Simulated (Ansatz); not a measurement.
Ag: strain and displacement

```yaml
crystal:
  lattice:
    - [2.88620, 0.00000, 0.00000]
    - [-1.44310, 2.49952, 0.00000]
    - [0.00000, 0.00000, 10.00000]
  atoms:
    - { symbol: Ag, position: [0.33333, 0.66667, 0.25000] }
    - { symbol: Ag, position: [0.66667, 0.33333, 0.75000] }
    - { symbol: Ag, position: [0.00000, 0.00000, 0.00000] }
    - { symbol: Ag, position: [0.00000, 0.00000, 0.50000] }
```

Atom numbers follow the list: Ag1, Ag2, Ag3, Ag4.

The geometry is COD entry 1509194, unchecked; take it as a test cell.

All numbers below come from DFT, LDA, all-electron PAW with datasets made for the crystal, scalar-relativistic in Ansatz 0.2.0.

Settings: a Γ-centred 14×14×4 k mesh, Fermi–Dirac smearing of 0.08 eV, cutoff 260 eV (chosen by the program for this cell), no spin polarisation.

The unchanged cell is at -11.22 GPa.

In a metal, stresses and small energies carry noise from the k mesh.

x, y and z are the Cartesian axes of the cell as listed; fractional coordinates follow a strain, and an engineering shear is twice the off-diagonal strain component.

(1) One change gave: energy change under 1 meV/atom; stress change (xx, yy, zz, yz, xz, xy) 0.05, 0.06, 0.02, -0.27, -0.27, -0.44 GPa, compression positive. Which change was it?
A. equal xy, yz and zx engineering shear strains of +2 %
B. equal xy, yz and zx engineering shear strains of +1 %
C. equal xy, yz and zx engineering shear strains of -2 %
D. equal xy, yz and zx engineering shear strains of -1 %
E. equal xy, yz and zx engineering shear strains of -3 %
F. equal xy, yz and zx engineering shear strains of +3 %

Results:

(1) A. For equal xy, yz and zx engineering shear strains of -3 %: energy change +1 meV/atom; stress change (xx, yy, zz, yz, xz, xy) 0.10, 0.12, 0.10, 0.37, 0.37, 0.64 GPa, compression positive; change of the force on Ag2 (0.014, 0.001, 0.006) eV/Å. For equal xy, yz and zx engineering shear strains of -1 %: energy change under 1 meV/atom; stress change (xx, yy, zz, yz, xz, xy) 0.01, 0.01, 0.01, 0.12, 0.12, 0.20 GPa, compression positive. For equal xy, yz and zx engineering shear strains of -2 %: energy change under 1 meV/atom; stress change (xx, yy, zz, yz, xz, xy) 0.05, 0.05, 0.04, 0.25, 0.25, 0.42 GPa, compression positive. For equal xy, yz and zx engineering shear strains of +1 %: energy change under 1 meV/atom; stress change (xx, yy, zz, yz, xz, xy) 0.01, 0.01, 0.00, -0.13, -0.13, -0.21 GPa, compression positive. For equal xy, yz and zx engineering shear strains of +3 %: energy change +2 meV/atom; stress change (xx, yy, zz, yz, xz, xy) 0.10, 0.14, 0.09, -0.42, -0.42, -0.68 GPa, compression positive.
